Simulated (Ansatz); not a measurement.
Polymorphs of Te$_{2}$Mo, each relaxed with DFT-r²SCAN+D4 in the program Ansatz with PAW potentials:

A: P6_3/mmc
a = 3.546 Å, b = 3.546 Å, c = 14.256 Å, α = 90.00°, β = 90.00°, γ = 120.00°

```
atom  site  symmetry       x       y       z
----  ----  --------  ------  ------  ------
Mo      2c      -6m2  0.3333  0.6667  0.2500
Te      4f       3m.  0.6667  0.3333  0.1243
```

B: P-6m2
a = b = 3.542 Å, c = 7.909 Å, α = β = 90.00°, γ = 120.00°

```tsv
atom	site	symmetry	x	y	z
Te	2h	3m.	0.3333	0.6667	0.2269
Mo	1a	-6m2	0.0000	0.0000	0.0000
```

Q: Rank these by energy per atom at 0 K (lowest first), as r²SCAN+D4 gives it.

A: A (+0 meV/atom), B (+29 meV/atom)

Q: Give each one's gap.

A: A 0.91 eV; B 1.13 eV.

Not the usual ambient phase: B. All cells were relaxed under the symmetry of their starts (and spin orders); stability against distortions was not tested throughout. Rows with no word on spin ran without spin polarisation. Scalar-relativistic: spin–orbit coupling is off unless named, which matters more the heavier the elements.

Energies hold the estimated change up to a 700 eV cutoff; steps of a few meV lie near the error of the meshes.

Potentials: the later of the program's two PAW sets.
